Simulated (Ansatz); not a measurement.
**Clamped-ion strain scan in Fe**

Theory: Ansatz 0.2.0, DFT PBEsol, scalar-relativistic, plane waves, PAW. Settings: plane waves to 420 eV, k-mesh 24×24×12 (Γ-centred), Gaussian smearing 0.15 eV. No spin polarisation. A magnetic state may lie lower. Energies are free energies at this smearing, counted from the undisturbed cell; pressure is positive in compression.

Zero of the scan (as given, not relaxed at this level; it stands at -1.3 GPa; this form isn't the usual structure):

```
Fe
1.0
     2.43416    0.00000    0.00000
    -1.21708    2.10804    0.00000
     0.00000    0.00000    3.84193
Fe
2
Direct
  0.33333 0.66667 0.25000
  0.66667 0.33333 0.75000
```

The cell is strained by ε times the Voigt pattern (0, 0, 1, 0, 0, 0) (xx, yy, zz, yz, xz, xy; engineering shear) with fractional coordinates fixed. The cell is metallic on the mesh throughout.

```csv
ε,ΔE (meV/atom),"stress summed along the pattern (GPa, tension positive)",pressure (GPa)
-0.0400,33.9,-29.55,14.0
-0.0200,7.6,-13.45,5.7
0.0000,0.0,0.74,-1.3
0.0100,2.5,7.16,-4.5
0.0300,18.5,18.65,-10.1
0.0400,31.6,23.78,-12.6
```